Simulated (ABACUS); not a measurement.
Set-up for a self-consistent single point of NaCl (Fm-3m, 2 atoms in the cell; from Materials Project mp-22862, changed as shown).

```yaml
crystal:
  lattice:
    - [0.00000, 2.81313, 2.81313]
    - [2.81313, 0.00000, 2.81313]
    - [2.81313, 2.81313, 0.00000]
  atoms:
    - { symbol: Na, position: [0.00000, 0.00000, 0.00000] }
    - { symbol: Cl, position: [0.50000, 0.50000, 0.50000] }
```

All values come from this method and carry its errors: PBE, PseudoDojo 0.5 standard norm-conserving PBE (tails mended) pseudopotentials (plane waves; ABACUS 3.10.1).

ABACUS settings:

```
key                                                                   value
---------------  ----------------------------------------------------------
KPT                                                    Gamma 10 10 10 0 0 0
basis_type                                                               pw
ecutwfc                                                               88 Ry
smearing_method                                                          fd
smearing_sigma                                                0.00367493 Ry
potentials       PseudoDojo 0.5 standard norm-conserving PBE (tails mended)
symmetry                                                                  1
symmetry_prec                                                         1e-05
ks_solver                                                               dav
scf_nmax                                                                100
scf_thr                                                          1.0e-09 Ry
mixing_type                                                           pulay
mixing_beta                                                             0.4
```

Problem. Estimate, at this level of theory: gap on the k-point mesh and pressure.

Solution. The run gave:

Gap on the k-point mesh: 5.14 eV
Pressure: 0.97 GPa

The gap is read on the k-point mesh of the run and can differ from the gap over the whole zone at this level.

For comparison: a first run was changed to give this one (volume scaled by 1.02), and from it to this one the free energy goes down by 3.4 meV/atom, the pressure goes from 1.56 to 0.97 GPa and the gap on the mesh goes from 5.215 to 5.137 eV.

The structure comes from a collection of computed structures, made at another level of theory; the collection holds predicted forms beside known ones. Its lattice was then scaled.

Cost on one core: about 50 core-seconds (a rough figure).

“Tails mended”: in these copies of the files the far tail of each local potential was reset to the Coulomb form.
